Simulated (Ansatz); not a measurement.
Gd₂TeO₂: from the end of a run back to its start

We look at Gd₂TeO₂: an experimental structure (space group I4/mmm), with 5 atoms per cell. Source: COD entry 1522151; the sample's temperature and pressure aren't taken into account, and it need not be the stable phase.

```
O Te Gd
1.0
    -1.98100    1.98100    6.26600
     1.98100   -1.98100    6.26600
     1.98100    1.98100   -6.26600
O Te Gd
2 1 2
Cartesian
  1.9810 0.0000 3.1330
  0.0000 1.9810 3.1330
  0.0000 0.0000 0.0000
  0.0000 0.0000 4.2525
  0.0000 0.0000 8.2795
```

Atoms are numbered from 1 in the order listed.

Theory: Ansatz development build ahead of 0.2.0, DFT, r2SCAN, PAW, plane waves, scalar-relativistic.

```yaml
Plane-wave_cutoff: 500 eV
k-point_mesh: 5×5×6 (Γ-centred)
Occupations: Fermi–Dirac smearing, 0.05 eV
```

The total moment includes the space between the atomic spheres.

Gaps of semilocal functionals run low against measured ones.

The mesh has less symmetry than the lattice, which lowers the symmetry of the run.

“Plain SCF” means no search for lower states. The default search lets the program follow hints of a lower state (another filling of open shells, a soft direction), where it sees any. With a search on, the program may also reshape the start on open shells.

One run gave this history:

```
iteration  Harris–Foulkes energy + 26835 (eV)  largest residual (eV)  M (μB)  absolute moment (μB)
        1                              0.2222               3.62e+00   13.97                 13.97
        2                              0.6361               7.94e-01   14.00                 14.00
        3                              0.4576               2.93e-01   14.00                 14.01
        4                              0.0350               9.38e-02   14.00                 14.04
        5                             -0.1615               3.26e-02   14.00                 14.11
        6                             -0.1967               3.65e-03   14.00                 14.17
        7                             -0.1946               8.53e-04   14.00                 14.17
        8                             -0.1958               2.40e-04   14.00                 14.17
        9                             -0.1962               9.24e-05   14.00                 14.17
       10                             -0.1963               9.58e-06   14.00                 14.16
       11                             -0.1963               2.09e-06   14.00                 14.16
       12                             -0.1963               5.32e-07   14.00                 14.16
       13                             -0.1963               1.92e-07   14.00                 14.16
       14                             -0.1963               2.88e-08   14.00                 14.16
```

It ended ferromagnetic, site moments Gd4 6.85, Gd5 6.85 μB, total 14.00 μB per cell, a gap of 1.51 eV on the k-mesh.

**Question.** These set-ups ended in different states. Which one gave the run above?
A. opposed moments +-, plain SCF [Gd4 7.00, Gd5 -7.00 μB]
B. parallel moments, default search for lower states [Gd4 7.00, Gd5 7.00 μB]
C. a moment on one site alone, plain SCF [Gd4 7.00 μB]

**Answer.** B. The others ended as follows, with energies against this run: “opposed moments +-, plain SCF” antiferromagnetic, -2.0 meV/atom; “a moment on one site alone, plain SCF” magnetic with very unequal moments on like atoms, +964 meV/atom.
